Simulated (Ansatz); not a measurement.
Si$_{2}$Os:
```cif
data_Os8Si16
_chemical_formula_sum 'Si16 Os8'
_space_group_name_H-M_alt 'P 1'
_space_group_IT_number 1
_cell_length_a 6.50350
_cell_length_b 6.50350
_cell_length_c 8.22158
_cell_angle_alpha 90.000
_cell_angle_beta 90.000
_cell_angle_gamma 77.118
loop_
_space_group_symop_operation_xyz
  'x, y, z'
loop_
_atom_site_label
_atom_site_type_symbol
_atom_site_fract_x
_atom_site_fract_y
_atom_site_fract_z
_atom_site_occupancy
Si1 Si 0.82108 0.92487 0.72465 1
Si2 Si 0.17892 0.07513 0.27535 1
Si3 Si 0.67892 0.57513 0.22465 1
Si4 Si 0.32108 0.42487 0.77535 1
Si5 Si 0.92487 0.82108 0.27535 1
Si6 Si 0.07513 0.17892 0.72465 1
Si7 Si 0.57513 0.67892 0.77535 1
Si8 Si 0.42487 0.32108 0.22465 1
Si9 Si 0.14954 0.59457 0.05770 1
Si10 Si 0.85046 0.40543 0.94230 1
Si11 Si 0.35046 0.90543 0.55770 1
Si12 Si 0.64954 0.09457 0.44230 1
Si13 Si 0.59457 0.14954 0.94230 1
Si14 Si 0.40543 0.85046 0.05770 1
Si15 Si 0.90543 0.35046 0.44230 1
Si16 Si 0.09457 0.64954 0.55770 1
Os1 Os 0.18898 0.81102 0.81720 1
Os2 Os 0.81102 0.18898 0.18280 1
Os3 Os 0.31102 0.68898 0.31720 1
Os4 Os 0.68898 0.31102 0.68280 1
Os5 Os 0.71547 0.71547 0.50000 1
Os6 Os 0.28453 0.28453 0.50000 1
Os7 Os 0.78453 0.78453 0.00000 1
Os8 Os 0.21547 0.21547 0.00000 1
```

Relaxed with r²SCAN. 

Question: HSE06 on this cell (Ansatz, a program for electronic structure, PAW) gives a gap of 1.42 eV. What does r²SCAN give?

Answer: 1.10 eV.

Cost on shared cores: the r²SCAN run (SCF on a 5×5×4 mesh, then bands and DOS) roughly 11 core-minutes, the HSE06 run (SCF on 3×3×2, then a few points) about 24 core-minutes (a rough figure); the tasks are unlike.

Space group Cmce. The first step of the workflow began from a Materials Project structure, measured or hypothetical; the Crystallography Open Database copy checked does not list it. Its standing as an ambient phase is unchecked. Symmetry was held in the r²SCAN relaxation; its stability against distortions is not shown here. The run is not spin-polarised. Spin–orbit coupling is left out wherever it is not named.

Potentials: the later of the program's two PAW sets.

Ansatz is a plane-wave DFT program.
